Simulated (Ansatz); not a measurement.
A relaxed cell of TiO (P6₃/mmc (No. 194)), relaxed on a k-mesh at least as fine as the one used below. All values below come from PBEsol (plane waves to 420 eV, PAW, scalar-relativistic; Ansatz, a quantum-chemistry and plane-wave program). Γ-centred k-mesh 7×14×6 on the run's cell (coarser than for final values), Fermi–Dirac smearing 0.05 eV.

```yaml
crystal:
  lattice:
    - [5.49048, 0.00000, 0.00000]
    - [-1.37262, 2.37745, 0.00000]
    - [0.00000, 0.00000, 5.71485]
  atoms:
    - { symbol: Ti, position: [0.00000, 0.00000, 0.00000] }
    - { symbol: Ti, position: [0.50000, 0.00000, 0.00000] }
    - { symbol: Ti, position: [0.00000, 0.00000, 0.50000] }
    - { symbol: Ti, position: [0.50000, 0.00000, 0.50000] }
    - { symbol: O, position: [0.16667, 0.66667, 0.25000] }
    - { symbol: O, position: [0.66667, 0.66667, 0.25000] }
    - { symbol: O, position: [0.33333, 0.33333, 0.75000] }
    - { symbol: O, position: [0.83333, 0.33333, 0.75000] }
```

The atoms are displaced along an unstable phonon of this cell by (Å):

```json
[
 {"atom": "Ti1", "ux": "-0.128", "uy": "-0.074", "uz": "-0.024"},
 {"atom": "Ti2", "ux": "0.128", "uy": "0.074", "uz": "0.024"},
 {"atom": "Ti3", "ux": "0.128", "uy": "0.074", "uz": "-0.024"},
 {"atom": "Ti4", "ux": "-0.128", "uy": "-0.074", "uz": "0.024"},
 {"atom": "O5", "ux": "0.000", "uy": "0.000", "uz": "-0.087"},
 {"atom": "O6", "ux": "0.000", "uy": "0.000", "uz": "0.087"},
 {"atom": "O7", "ux": "0.000", "uy": "0.000", "uz": "0.087"},
 {"atom": "O8", "ux": "0.000", "uy": "0.000", "uz": "-0.087"}
]
```

Problem. What forces (eV/Å) and pressure result?

Solution. 
```
atom     Fx     Fy     Fz
----  -----  -----  -----
Ti1    0.95   0.55   0.01
Ti2   -0.95  -0.55  -0.01
Ti3   -0.95  -0.55   0.01
Ti4    0.95   0.55  -0.01
O5     0.08   0.05   0.07
O6     0.08   0.05  -0.07
O7    -0.08  -0.05  -0.07
O8    -0.08  -0.05   0.07
```

Pressure +3.0 GPa.

No spin polarisation in the result. No Hubbard U is applied.

The run that gave the undisplaced cell could not lose the symmetry of its start.

The first start was generated by placing the elements on the sites of a structure type. Materials Project lists a structure of TiO in the same space group, P6₃/mmc (No. 194); the sites were not compared with it, nor with measured phases.
